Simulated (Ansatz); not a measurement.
GaN:
```
GaN
1.0
    0.00000     2.24890     2.24890
    2.24890     0.00000     2.24890
    2.24890     2.24890     0.00000
N Ga
1 1
Cartesian
  3.37334   3.37334   3.37334
  0.00000   0.00000   0.00000
```

Cartesian axes are those of the cell as given.

Task: Give the proper piezoelectric stress tensor with relaxed ions from plane-wave PAW r²SCAN (Ansatz code).

Result: In C/m², rows x, y, z, Voigt columns; mesh uncertainty up to 0.00.
```
 0.00   0.00   0.00  -0.35   0.00   0.00
 0.00   0.00   0.00   0.00  -0.35   0.00
 0.00   0.00   0.00   0.00   0.00  -0.35
```

The elastic tensor of the same run (GPa):

```json
[
 {"": "1", "1": "284", "2": "153", "3": "153", "4": "0.0", "5": "0.0", "6": "0.0"},
 {"": "2", "1": "153", "2": "284", "3": "153", "4": "0.0", "5": "0.0", "6": "0.0"},
 {"": "3", "1": "153", "2": "153", "3": "284", "4": "0.0", "5": "0.0", "6": "0.0"},
 {"": "4", "1": "0.0", "2": "0.0", "3": "0.0", "4": "161", "5": "0.0", "6": "0.0"},
 {"": "5", "1": "0.0", "2": "0.0", "3": "0.0", "4": "0.0", "5": "161", "6": "0.0"},
 {"": "6", "1": "0.0", "2": "0.0", "3": "0.0", "4": "0.0", "5": "0.0", "6": "161"}
]
```

Task: Convert to strain constants d = e·S.

Result: In pC/N:
```
 0.0   0.0   0.0  -2.2   0.0   0.0
 0.0   0.0   0.0   0.0  -2.2   0.0
 0.0   0.0   0.0   0.0   0.0  -2.2
```

Space group F-43m (zinc blende). Symmetry was held in the r²SCAN relaxation.

Potentials: the later of the program's two PAW sets.
